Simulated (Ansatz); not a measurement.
Relaxed MoS$_{2}$ (3R-MoS2 type, space group R3m):

```
CELL_PARAMETERS angstrom
      1.58761     0.91661     6.19494
     -1.58761     0.91661     6.19494
      0.00000    -1.83321     6.19494
ATOMIC_POSITIONS crystal
  Mo 0.00000 0.00000 0.00000
  S  0.75030 0.75030 0.75030
  S  0.58300 0.58300 0.58300
```

Scan: atom 2 (S, nearest neighbour Mo at 2.403 Å; its periodic images, 3.2 Å or more away, move with it) is displaced along Cartesian [111], direction (0.577, 0.577, 0.577) in Cartesian axes, by s. The other atoms stay.

These are r2SCAN+rVV10 (plane waves to 500 eV, PAW, scalar-relativistic; Ansatz, a program for electronic structure) values and carry that method's errors. k mesh 10×10×10 (Γ-centred), Fermi-Dirac smearing 0.05 eV. Energies are smeared free energies. Stress and pressure are positive under compression. Left out: 1 of 11 points, with atoms too close for the PAW data. MoS2 is run without spin polarisation. MoS2 was relaxed with its symmetry unable to fall. This is one of several known forms of MoS2; the measured ambient cells at hand have space group No. 194. The zero of ΔE is the undisplaced structure.

Question: What ΔE (meV/cell) and P (GPa) does the calculation give at s (Å) = -0.288, -0.192, -0.096, 0.096, 0.192, 0.288, 0.384, 0.480?

Answer: 
| s (Å) | ΔE (meV/cell) | P (GPa) |
|---|---|---|
| -0.288 | 716 | 12.3 |
| -0.192 | 287 | 7.1 |
| -0.096 | 65 | 3.1 |
| 0.096 | 53 | -2.4 |
| 0.192 | 195 | -4.2 |
| 0.288 | 400 | -5.5 |
| 0.384 | 650 | -6.6 |
| 0.480 | 929 | -7.4 |

(A displaced cell: forces are minus the slopes of the energy, force constants its curvatures, and phonons follow from these.)
